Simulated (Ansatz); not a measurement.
NbHO3:
Space group Pmm2 (No. 25); a = 3.8165 Å, b = 4.1014 Å, c = 4.0664 Å, α = β = γ = 90.00°

```
atom  site  symmetry       x       y       z
----  ----  --------  ------  ------  ------
Nb      1d       mm2  0.5000  0.5000  0.4354
O       1c       mm2  0.5000  0.0000  0.5398
O       1b       mm2  0.0000  0.5000  0.5041
O       1d       mm2  0.5000  0.5000  0.9988
H       1c       mm2  0.5000  0.0000  0.7785
```

Relaxed with r²SCAN. 

Problem. HSE06 on this cell (Ansatz, an electronic-structure program, PAW) gives a gap of 3.13 eV. What does r²SCAN give?

Solution. 2.14 eV.

Cost on shared cores: the r²SCAN run (SCF on a 7×7×7 mesh, then bands and DOS) around 120 core-seconds (rough), the HSE06 run (SCF on 4×4×4, then a few points) around 60 core-seconds (rough); the tasks are unlike.

The start of the workflow was typed in or built on a structure type; neither database checked (COD, Materials Project) lists it. Whether it is the stable phase at ambient conditions was not checked. Symmetry was held in the r²SCAN relaxation; whether a distortion lowers the energy is not shown. The workflow began spin-polarised and lost its moments. The cell computed holds one magnetic atom, so no antiferromagnetic order was within reach. Spin–orbit coupling is left out wherever it is not named.

Potentials: the earlier of the program's two PAW sets.

Ansatz is a plane-wave DFT program.
